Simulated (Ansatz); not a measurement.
# Equation of state of lithium, fcc

Method: Ansatz, DFT, r2SCAN, plane waves (500 eV) with PAW, scalar-relativistic. (PAW data from PBE, frozen cores regenerated.)

The cell is scaled uniformly from the relaxed one, with fractional coordinates and shape fixed. Energies are extrapolated to zero smearing, pressures are those at the given smearing. Magnetic state: spin not included.

```tsv
V (Å³/atom)	E − E₀ (meV/atom)	P (GPa)
18.460	14.3	2.05
19.300	5.9	1.24
20.139	1.3	0.56
20.978	0.0	0.00
21.817	1.4	-0.48
22.656	5.1	-0.88
23.495	10.7	-1.22
```

(1) Fit a third-order Birch-Murnaghan equation.

Answers

(1) V₀ = 20.94 Å³/atom, B₀ = 13.0 GPa, B₀′ = 3.3.
